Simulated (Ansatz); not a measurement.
**Zone-centre modes in Ta$_{2}$O$_{5}$**

Level of theory: DFT PBEsol, scalar-relativistic, plane waves, PAW in Ansatz 0.2.0. Cutoff 420 eV, Γ-centred 10×10×6 k-points, Gaussian smearing of 0.03 eV. Spin–orbit coupling is left out, which can shift energies with elements as heavy as these. No spin polarisation.

Reference structure (relaxed at this level; it needn't be the usual structure):

```
Ta O
1.0
     3.66999    0.00000    0.00000
     0.00000    3.85909    0.00000
     0.00000    0.00000    6.43348
Ta O
2 5
Direct
  0.50000 0.00000 0.50000
  0.00000 0.00000 0.00000
  0.50000 0.50000 0.50000
  0.00000 0.00000 0.67925
  0.00000 0.50000 0.00000
  0.50000 0.00000 0.00000
  0.00000 0.00000 0.32075
```

Harmonic modes by finite displacements of 0.02 Å, without the LO–TO term.

(1) At this geometry, is the structure stable against these modes?

(2) List the wavenumbers in cm⁻¹.

Answers

(1) No: 4 modes are unstable, the strongest at 394i cm⁻¹.

(2) 394i, 292i, 271i, 141i, 0, 0, 0, 52, 94, 103, 154, 201, 208, 278, 300, 304, 382, 439, 579, 772, 871.

Cost: 1 run of about 15 core-minutes, on Intel Xeon Platinum 8259CL (Skylake/Cascade Lake) (shared hosts).